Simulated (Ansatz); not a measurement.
In2O3:
Space group Ia-3 (No. 206); a = b = c = 10.158 Å, α = β = γ = 90.00°

```csv
atom,site,symmetry,x,y,z
In,8b,.-3.,0.2500,0.2500,0.2500
In,24d,2..,0.0000,0.2500,0.4661
O,48e,1,0.1099,0.3454,0.1178
```
(The calculation used a cell of 40 atoms; values per cell refer to that cell.)

Relaxed with r²SCAN.

**Question.** Tabulate the valence density and the electron localisation function along the shortest In–O contact (2.14 Å), r²SCAN in the plane-wave PAW code Ansatz.

**Answer.** 

| distance from In (Å) | density (e/Å³) | ELF |
|---|---|---|
| 0.21 | 11.06 | 0.00 |
| 0.32 | 8.81 | 0.00 |
| 0.43 | 6.49 | 0.02 |
| 0.53 | 4.42 | 0.07 |
| 0.64 | 2.78 | 0.14 |
| 0.75 | 1.64 | 0.19 |
| 0.85 | 0.96 | 0.18 |
| 0.96 | 0.63 | 0.15 |
| 1.07 | 0.53 | 0.15 |
| 1.17 | 0.58 | 0.30 |
| 1.28 | 0.76 | 0.57 |
| 1.39 | 1.10 | 0.77 |
| 1.49 | 1.70 | 0.82 |
| 1.60 | 2.71 | 0.82 |
| 1.71 | 4.08 | 0.77 |
| 1.82 | 5.51 | 0.64 |
| 1.92 | 6.66 | 0.46 |

The density is the valence pseudo-density with augmentation charge, so density and ELF within about 1 Å of a nucleus are not all-electron values.

The cell was relaxed with r²SCAN under the symmetry of its start.

Potentials: the later of the program's two PAW sets.
